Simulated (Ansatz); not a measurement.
Input and command of a calculation in Ansatz (plane waves; scalar-relativistic PAW potentials unless the input names others):

```yaml
crystal:
  lattice:
    - [3.7055346662, 0.0, 0.0]
    - [0.0, 3.7055346662, 0.0]
    - [0.0, 0.0, 3.7055346662]
  atoms:
    - { symbol: Cu, position: [0.0, 0.5, 0.5] }
    - { symbol: Cu, position: [0.5, 0.0, 0.5] }
    - { symbol: Cu, position: [0.5, 0.5, 0.0] }
    - { symbol: S, position: [0.0, 0.0, 0.0] }
basis:
  ecutwfc: "550 eV"
kpoints:
  mp_grid: { grid: [12, 12, 12] }
hamiltonian:
  xc: pbe
scf:
  occupations: { method: gaussian, width: 0.1 }
  lower_state_search: light
output:
  forces: true
  eigenvalues: true
  stress: true
```

```bash
ansatz run input.yaml --threads 1 --pin off --max-ram 2560MiB --backend cpu --events-out ev --progress --plain --runs-dir out
```

Abridged log:
```
Basis set: ecut = 550 eV, 1503 PW (Γ), exchange–correlation on 60×60×60 points (8 copies of the dense FFT grid, shifted against one another)
Bands: 38, of which v1, the nominal top of the filled ones, is band 32 counted from 1 (31 counted from 0)
Symmetry: 48 space group operations
k-points: 84 of 1728
SCF iter   1: F=—  HF=-20777.174572 eV  |F-HF|=—  |Δ(HF+E_count)|=         —  Δρ=7.04e-3  dr2=3.02e-2  ethr=1.77e-3  ⟨swp⟩=5.5  Hψ=11337  notcnv=0
SCF iter   2: F=—  HF=-20777.170486 eV  |F-HF|=—  |Δ(HF+E_count)|=   4.09e-3  Δρ=3.10e-3  dr2=8.40e-3  ethr=4.80e-5  ⟨swp⟩=1.0  Hψ=3867  notcnv=0
SCF iter   3: F=—  HF=-20777.168238 eV  |F-HF|=—  |Δ(HF+E_count)|=   2.25e-3  Δρ=2.20e-3  dr2=2.45e-3  ethr=1.33e-5  ⟨swp⟩=2.1  Hψ=4631  notcnv=0
SCF iter   4: F=—  HF=-20777.167652 eV  |F-HF|=—  |Δ(HF+E_count)|=   5.86e-4  Δρ=4.64e-4  dr2=1.07e-4  ethr=3.89e-6  ⟨swp⟩=2.0  Hψ=4362  notcnv=0
SCF iter   5: F=—  HF=-20777.167686 eV  |F-HF|=—  |Δ(HF+E_count)|=   3.44e-5  Δρ=1.94e-4  dr2=1.19e-5  ethr=1.70e-7  ⟨swp⟩=2.0  Hψ=4706  notcnv=0
SCF iter   6: F=—  HF=-20777.167592 eV  |F-HF|=—  |Δ(HF+E_count)|=   9.48e-5  Δρ=2.96e-5  dr2=3.66e-7  ethr=1.90e-8  ⟨swp⟩=2.0  Hψ=4465  notcnv=0
SCF iter   7: F=-20777.167592 eV  HF=-20777.167592 eV  |F-HF|=2.84e-10  |Δ(HF+E_count)|=   2.49e-7  Δρ=1.15e-5  dr2=4.20e-8  ethr=1.59e-10  ⟨swp⟩=7.6  Hψ=13449  notcnv=0
SCF 1 converged in 7 iterations: F = -20777.167592 eV  dr2 = 4.20e-8
SCF converged after 7 iterations
Free energy (F): -20777.167592 eV
Harris-Foulkes:  -20777.167592 eV  (|F-HF|=2.84e-10)
Internal energy: -20777.162300 eV  (E = F + TS)
E sigma→0 (E₀):  -20777.164946 eV
Entropy (-TS):   -0.005291 eV (-1.323 meV/atom)
Fermi energy:    14.985000 eV
--- Forces (eV/Å), atoms counted from 1 ---
  atom   1  Cu     0.00000000     0.00000000     0.00000000
  atom   2  Cu     0.00000000     0.00000000     0.00000000
  atom   3  Cu     0.00000000     0.00000000     0.00000000
  atom   4  S      0.00000000     0.00000000     0.00000000
--- Stress (GPa, compression-positive) ---
       -0.035144       0.000000       0.000000
        0.000000      -0.035144       0.000000
        0.000000       0.000000      -0.035144
  P = ⅓ Tr σ = -0.0351 GPa (-0.351 kbar)
```

Apart from outputs, empty bands and the relaxation, which only the reference makes, the input differs from a reference run on usual settings in scf.lower_state_search: not typed → "light"; basis.ecutwfc: 420 → "550 eV". The reference, at the same geometry, ended its own course with pressure 0.00 GPa, largest force 0.000 eV/Å, no gap on the mesh. This run converged in 7 SCF iterations with an energy at zero smearing 2.66 meV/atom below the reference's, pressure -0.04 GPa, largest force 0.000 eV/Å, no gap on the mesh.

The run took 9.9 s on 1 thread of Arm Neoverse V2 (shared host), peak memory 0.43 GiB.